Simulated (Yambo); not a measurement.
A G0W0@PBE run in Yambo for Si (diamond, space group Fd-3m, No. 227) (4×4×4 Γ-centred k mesh, 148 bands and a 14 Ry block in the screening, 148 bands in G with the Bruneval-Gonze terminator, plasmon pole fitted at 27.2 eV) gives these matrix elements, in eV, at the band edges (Γ → X):

```tsv
state	E0	<Vxc>	<Σx>	<Σc(E0)>	Z
valence edge	0.000	-11.317	-12.928	0.673	0.773
conduction edge	0.723	-8.933	-5.138	-3.940	0.789
```

**Question.** Solve the linearised quasiparticle equation for both states, give the gap, and say how exchange and correlation each act on it.

**Answer.** E = E0 + Z(Σx + Σc − Vxc). Valence: 0.000 + 0.773 × (-12.928 + (0.673) − (-11.317)) = -0.73 eV. Conduction: 0.723 + 0.789 × (-5.138 + (-3.940) − (-8.933)) = 0.61 eV. The gap is 1.33 eV, against 0.72 eV in PBE. Replacing Vxc by bare exchange alone would open it by 5.41 eV; correlation takes back 4.61 eV of that, and Z scales what is left. Nearest settings tried, and what they do to the gap: 90 bands in W, 90 bands in G: -16 meV; 6 Ry block (89 vectors against 283): -87 meV. Not varied: mesh. So the settings aren't converged at that level. The mesh misses a band edge: along a dense path the PBE gap is 0.59 eV against 0.72 eV on the mesh. 

Geometry of the Materials Project entry, not relaxed at this level; primitive cell a = 3.8493 Å, b = 3.8493 Å, c = 3.8493 Å, α = 60.00°, β = 60.00°, γ = 60.00°.
